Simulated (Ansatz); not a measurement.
Here is an unrelaxed guess for RbBaAl.

```
Rb Ba Al
1.0
     4.43733    0.00000    0.00000
     0.00000    4.43733    0.00000
     0.00000    0.00000    4.52857
Rb Ba Al
1 1 1
Direct
  0.50000 0.50000 0.50000
  0.50000 0.50000 0.00000
  0.00000 0.00000 0.00000
```

Level of theory: DFT PBE, scalar-relativistic, plane waves, PAW in Ansatz. Cutoff 420 eV; k points 4×4×4 on the computed 3-atom cell (Γ-centred); Gaussian smearing, width 0.10 eV; no spin polarisation.

Formation energies are uncorrected and refer to the elements' standard structures at the same level.

Task: Estimate its pressure, forces and energy as it stands.

Result: The pressure is 40.6 GPa (the mean over three directions, positive in compression), the largest force is 0.00 eV/Å (symmetry fixes the atoms), and the energy is +3.45 eV/atom against the elements. The shortest distance is 2.26 Å.

Task: How much does it gain on relaxing, and where does it end?

Result: Relaxing gains about 3.0 eV/atom (the start's value is from the coarse mesh, so the gain is rough) in 24 ionic steps and ends at +0.44 eV/atom on the finer mesh. The symmetry stays P4/mmm (No. 123). The volume per atom grows by 103.8 %, from 29.7 to 60.6 Å³. The shortest distance goes from 2.26 Å (Rb–Ba) to 3.34 Å (Ba–Al). The ratio c/a of the conventional cell changes by a factor of 1.69. Conventional cell: a = 4.719 Å, c = 8.159 Å. Rb is surrounded by 2 Ba at 4.08 Å, 4 Rb at 4.72 Å and 8 Al at 5.27 Å; Ba has 4 Al at 3.34 Å, 2 Rb at 4.08 Å and 4 Ba at 4.72 Å; Al is surrounded by 4 Ba at 3.34 Å, 4 Al at 4.72 Å and 8 Rb at 5.27 Å.

The last run used a 10×10×6 mesh (in the run's order of axes) for its 3-atom cell and Gaussian smearing of 0.10 eV. The cell is a metal run without spin; a magnetic state may lie lower. The relaxation can't lower the symmetry of the start. Symmetry constrained the relaxation, so the result can be a saddle point.
